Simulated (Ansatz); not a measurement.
Calculated K-41 nuclear quadrupole resonance for K2PdC4S4N4

Cell: a structure deposited in the COD, its atoms then relaxed with PBE in this cell.

Space group P2_1/c (No. 14); a = 4.2800, b = 12.9000, c = 11.1100 Å, β = 98.20°.

| site | Wyckoff | site symmetry | x | y | z |
| --- | --- | --- | --- | --- | --- |
| K | 4e | 1 | 0.7205 | 0.8569 | 0.5322 |
| Pd | 2a | -1 | 0.0000 | 0.0000 | 0.0000 |
| C7 | 4e | 1 | 0.0328 | 0.9246 | 0.2768 |
| C11 | 4e | 1 | 0.2342 | 0.8431 | 0.7979 |
| S15 | 4e | 1 | 0.1444 | 0.8359 | 0.9384 |
| S19 | 4e | 1 | 0.7815 | 0.9067 | 0.1503 |
| N23 | 4e | 1 | 0.2975 | 0.8431 | 0.6983 |
| N27 | 4e | 1 | 0.1928 | 0.9338 | 0.3718 |

One atom of each set is listed.

Method: Kohn–Sham DFT in Ansatz, PBE, plane waves and PAW, scalar-relativistic, 420 eV cutoff, Γ-centred 7×3×3 k-points, Fermi–Dirac smearing 0.02 eV.

K-41: I = 3/2, Q = 73.40 mb (year-2017 value). Static lattice, zero field.

(1) Predict the zero-field K-41 lines of each site.

(2) And for ³⁹K (I = 3/2, Q = 60.30 mb) on K?

Answers

(1) For I = 3/2 there is one line, ν = (|C_Q|/2)(1 + η²/3)^½.

```tsv
site	atoms	V_zz (10²¹ V/m²)	C_Q (MHz)	η	line frequencies (MHz)
K	4	-1.21	-2.14	0.77	1.17
```

(2) C_Q scales with Q to -1.76 MHz, with lines at 0.963 MHz.

The database positions were far from equilibrium, so the relaxed structure may not be the compound's real one.
